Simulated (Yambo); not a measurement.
Yambo run on Na2CO3 (space group C2/m, No. 12). The wavefunctions are PBEsol (pw.x of Quantum ESPRESSO, ONCV potentials, no spin-orbit coupling) ones on a 2×2×2 mesh (40 occupied bands); a = 5.1207 Å, b = 5.1207 Å, c = 5.9217 Å, α = 101.29°, β = 101.29°, γ = 61.87°.

Yambo input:

```
rim_cut
HF_and_locXC
RandQpts= 1000000
RandGvec= 1 Ry
EXXRLvcs= 88 Ry
VXCRLvcs= 352 Ry
% QPkrange
 1 | 1 | 40 | 41 |
 2 | 2 | 40 | 41 |
%
```

k points by index: 1 = Γ, 2 = (0, 0, -0.5).

Resulting energies as the program prints them:

```
#    K-point    Band    Eo [eV]    Ehf [eV]    Vxc [eV]    Vnlxc [eV]
#
    1    40    -0.047023    -6.228612    -20.19287    -26.37446
    1    41    4.132019    8.585491    -10.17663    -5.723155
    2    40    0.000000    -6.166548    -20.24222    -26.40876
    2    41    4.930356    10.33547    -14.22272    -8.817607
```
Exchange alone, without screening.

Geometry of the Materials Project entry, not relaxed at this level.
